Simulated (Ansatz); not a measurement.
SnS2:
```
CELL_PARAMETERS angstrom
      0.00000     5.12258     5.12258
      5.12258     0.00000     5.12258
      5.12258     5.12258     0.00000
ATOMIC_POSITIONS crystal
  Sn 0.12500 0.62500 0.62500
  Sn 0.62500 0.62500 0.12500
  Sn 0.62500 0.12500 0.62500
  Sn 0.62500 0.62500 0.62500
  S  0.87321 0.37560 0.37560
  S  0.87440 0.87440 0.37679
  S  0.37560 0.87321 0.37560
  S  0.87440 0.87440 0.87440
  S  0.37560 0.37560 0.37560
  S  0.87440 0.37679 0.87440
  S  0.37560 0.37560 0.87321
  S  0.37679 0.87440 0.87440
```

Relaxed with LDA.

### Question
Which orbitals make up the states near the band edges in DFT-LDA in the program Ansatz with PAW potentials?

### Answer
Top 1 eV of the valence band: S 3p 96 %. Bottom 1 eV of the conduction band: S 3p 55 %, Sn 5s 35 %, outside the projected shells 6 %. Projections are on Löwdin-orthogonalised atomic valence shells; empty p or d shells of many metals are not among them.

### Question
Tabulate the density of states.

### Answer
States/eV per cell of 12 atoms, in 0.25 eV bins, energy from the valence-band maximum.

```csv
E (eV),total,S 3p,Sn 5p,Sn 5s
-7.85,0.00,0.00,0.00,0.00
-7.60,0.00,0.00,0.00,0.00
-7.35,0.00,0.00,0.00,0.00
-7.10,6.83,2.62,0.02,3.41
-6.85,9.90,3.55,0.04,5.19
-6.60,0.95,0.36,0.01,0.42
-6.35,1.80,0.66,0.02,0.78
-6.10,2.40,0.86,0.02,1.00
-5.85,2.11,0.74,0.02,0.83
-5.60,1.39,0.66,0.00,0.33
-5.35,6.44,2.52,0.01,1.86
-5.10,0.36,0.18,0.07,0.05
-4.85,1.61,0.98,0.59,0.00
-4.60,3.78,2.33,1.29,0.00
-4.35,6.94,4.37,2.14,0.01
-4.10,5.53,3.56,1.49,0.01
-3.85,5.95,3.90,1.45,0.04
-3.60,6.31,4.22,1.52,0.10
-3.35,4.21,2.88,1.07,0.06
-3.10,6.21,4.29,1.50,0.06
-2.85,8.56,6.19,1.90,0.07
-2.60,10.51,7.63,2.31,0.07
-2.35,6.50,4.76,1.41,0.04
-2.10,10.55,8.58,1.50,0.12
-1.85,7.68,6.21,1.06,0.10
-1.60,6.67,5.47,0.89,0.07
-1.35,6.29,5.52,0.50,0.05
-1.10,11.12,10.23,0.46,0.04
-0.85,11.30,10.51,0.39,0.02
-0.60,15.20,14.53,0.27,0.02
-0.35,15.68,15.12,0.17,0.01
-0.10,9.22,8.97,0.04,0.00
0.15,0.00,0.00,0.00,0.00
0.40,0.00,0.00,0.00,0.00
0.65,0.00,0.00,0.00,0.00
0.90,0.04,0.02,0.00,0.01
1.15,0.69,0.37,0.01,0.25
1.40,1.34,0.73,0.03,0.48
1.65,2.15,1.17,0.06,0.75
1.90,3.79,2.09,0.10,1.31
2.15,5.86,3.26,0.18,2.01
2.40,6.24,3.49,0.24,2.13
2.65,5.83,3.27,0.21,2.01
2.90,6.07,3.25,0.22,2.17
3.15,0.00,0.00,0.00,0.00
3.40,0.00,0.00,0.00,0.00
3.65,0.01,0.00,0.01,0.00
3.90,0.64,0.07,0.39,0.00
4.15,1.95,0.25,1.13,0.01
4.40,2.65,0.41,1.50,0.02
4.65,5.24,0.95,2.86,0.03
4.90,7.88,1.66,4.15,0.04
5.15,6.49,1.46,3.41,0.03
5.40,6.54,1.50,3.35,0.02
5.65,12.10,2.63,5.98,0.04
```

Space group Fd-3m. The first step of the workflow began from a Materials Project structure, measured or hypothetical; the Crystallography Open Database copy checked does not list it. It is not the phase usual at ambient conditions (space group No. 164). The LDA relaxation kept the symmetry of its start; whether a distortion lowers the energy is not shown. Spin–orbit coupling is left out wherever it is not named.

Potentials: the later of the program's two PAW sets.
